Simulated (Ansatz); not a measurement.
Ni₇Ge₄ in space group Imm2 (No. 44; Pearson symbol oI22), DFT-PBEsol in the program Ansatz with PAW potentials, all energies at zero smearing, with the estimated change up to a 700 eV cutoff added, with one set of potentials and settings (totals compare only within such a set). Cell of 11 atoms (7 Ni, 4 Ge): -57652.596 eV.

```json
[
 {"element": "Ni", "reference phase": "Fm-3m, 1 atoms in the cell, spin-polarised", "E (eV/atom)": "-5804.9762"},
 {"element": "Ge", "reference phase": "Fd-3m, 2 atoms in the cell", "E (eV/atom)": "-4253.4978"}
]
```

Formation energy per atom, worked out: (-57652.596 − 7×(-5804.9762) − 4×(-4253.4978))/11 = -0.343 eV/atom (-33 kJ per mol of atoms), at 0 K, without zero-point energy or fitted corrections.

The first step of the workflow began from a Materials Project structure, measured or hypothetical; the Crystallography Open Database copy checked does not list it. Whether it is the stable phase at ambient conditions was not checked. Symmetry was held in the PBEsol relaxation; whether a distortion lowers the energy is not shown. No spin polarisation was allowed. The references are the lowest solids computed at this level, not always the standard phases.

Potentials: the later of the program's two PAW sets.
